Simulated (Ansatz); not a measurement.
Stability checks on a candidate for RbSi3Ge3

It was reached by relaxing an invented guess, and it needn't be the stable form of this composition.

All numbers below come from Ansatz, DFT PBE, scalar-relativistic, plane waves, PAW. Plane waves to 420 eV, a 6×6×6 mesh through Γ for the 14-atom cell and 0.10 eV Gaussian smearing; no spin polarisation.

```yaml
crystal:
  lattice:
    - [6.98314, 0.00000, 0.00000]
    - [0.00000, 6.98314, 0.00000]
    - [0.00000, 0.00000, 6.98314]
  atoms:
    - { symbol: Rb, position: [0.50000, 0.50000, 0.50000] }
    - { symbol: Rb, position: [0.00000, 0.00000, 0.00000] }
    - { symbol: Si, position: [0.50000, 0.00000, 0.75000] }
    - { symbol: Si, position: [0.75000, 0.50000, 0.00000] }
    - { symbol: Si, position: [0.00000, 0.75000, 0.50000] }
    - { symbol: Si, position: [0.50000, 0.00000, 0.25000] }
    - { symbol: Si, position: [0.25000, 0.50000, 0.00000] }
    - { symbol: Si, position: [0.00000, 0.25000, 0.50000] }
    - { symbol: Ge, position: [0.00000, 0.50000, 0.75000] }
    - { symbol: Ge, position: [0.75000, 0.00000, 0.50000] }
    - { symbol: Ge, position: [0.50000, 0.75000, 0.00000] }
    - { symbol: Ge, position: [0.00000, 0.50000, 0.25000] }
    - { symbol: Ge, position: [0.25000, 0.00000, 0.50000] }
    - { symbol: Ge, position: [0.50000, 0.25000, 0.00000] }
```

Energies over the elements count from the elements' standard structures at the same level, with no fitted energy shifts.

Question: These tests were run: energy against the elements; random kick, then relaxation without symmetry; phonons at Γ; elastic tensor. What do they show?

Answer:

```csv
test,result
energy against the elements,+0.03 eV/atom
"random kick, then relaxation without symmetry",returns
phonons at Γ,lowest optical mode 55 cm⁻¹
elastic tensor,least eigenvalue 10 GPa
```

It fails none of these tests outright. Other phases of the system weren't compared here, so this isn't yet thermodynamic stability. Phonons away from Γ weren't computed. Undecided within the accuracy: energy against the elements and elastic tensor.

For metals, differences of a few meV/atom aren't resolved. The kick test ran on a coarse mesh. The run for the phonons used a 6×6×6 k mesh and Fermi–Dirac smearing of 0.15 eV. The run for the elastic tensor used a 6×6×6 k mesh and Fermi–Dirac smearing of 0.15 eV.
